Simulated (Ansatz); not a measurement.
## Calculated K-39 NMR of the central transition for K2PtC4Br2N4

Cell: a structure deposited in the COD, its atoms then relaxed with PBE in this cell.

Space group P2_1/c (No. 14); a = 7.1601, b = 8.9912, c = 8.6788 Å, β = 106.85°.

| site | Wyckoff | site symmetry | x | y | z |
| --- | --- | --- | --- | --- | --- |
| K | 4e | 1 | 0.4999 | 0.7772 | 0.6227 |
| Pt | 2a | -1 | 0.0000 | 0.0000 | 0.0000 |
| C7 | 4e | 1 | 0.1961 | 0.9526 | 0.2110 |
| C11 | 4e | 1 | 0.7953 | 0.0376 | 0.1118 |
| Br | 4e | 1 | 0.1054 | 0.2688 | 0.0342 |
| N19 | 4e | 1 | 0.3168 | 0.9260 | 0.3305 |
| N23 | 4e | 1 | 0.6710 | 0.0598 | 0.1709 |

One atom of each set is listed.

Level of theory: DFT, PBE, plane waves and PAW, scalar-relativistic, 420 eV cutoff, Γ-centred 4×3×4 k-points, Fermi–Dirac smearing 0.05 eV (Ansatz 0.2.0).

K-39 has I = 3/2 and Q = 60.30 mb (Pyykkö 2018); at 9.4 T its Larmor frequency is ν₀ = 18.7 MHz. Only the quadrupole interaction is simulated: positions count from each site's isotropic chemical shift, and J coupling is left out, as are shift anisotropy and dipolar coupling, which fast spinning averages.

Simulated pattern of one K site (fast magic-angle spinning, Gaussian broadening 0.4 kHz):

offset (kHz), height and a bar:
```
   -8.399          0 
   -8.189          1 
   -7.980          4 #
   -7.771          7 ##
   -7.561          8 ##
   -7.352          8 ##
   -7.143          8 ##
   -6.933          8 ##
   -6.724          8 ##
   -6.515          9 ###
   -6.305          9 ###
   -6.096          9 ###
   -5.887         10 ###
   -5.677         15 ####
   -5.468         30 #########
   -5.259         46 ##############
   -5.049         59 ##################
   -4.840         76 #######################
   -4.631         88 ##########################
   -4.421         79 ########################
   -4.212         67 ####################
   -4.003         61 ##################
   -3.793         58 #################
   -3.584         56 #################
   -3.375         55 #################
   -3.165         56 #################
   -2.956         56 #################
   -2.747         58 #################
   -2.537         61 ##################
   -2.328         65 ####################
   -2.119         73 ######################
   -1.909         87 ##########################
   -1.700        100 ##############################
   -1.491         93 ############################
   -1.281         77 #######################
   -1.072         66 ####################
   -0.863         50 ###############
   -0.653         23 #######
   -0.444          4 #
   -0.235          0
```

(1) Which |C_Q| and η does the pattern imply?

Results:

(1) The pattern spans 7.31 kHz before broadening and its centre of gravity is at -3.23 kHz, which fixes P_Q; the places of the horns and steps fix η. That gives P_Q = 1.55 MHz, |C_Q| = 1.54 MHz and η = 0.21. The sign of C_Q can't be read from the pattern.

The relaxation (4 steps) took 3.1 min of wall time (12 min of CPU time) and 2.1 GiB at its peak, on 4 threads of Arm Neoverse N1 (aarch64; 56 cores open to the job, memory cap 8.0 GiB, no GPU), a shared host with a load of 0.9 a core.
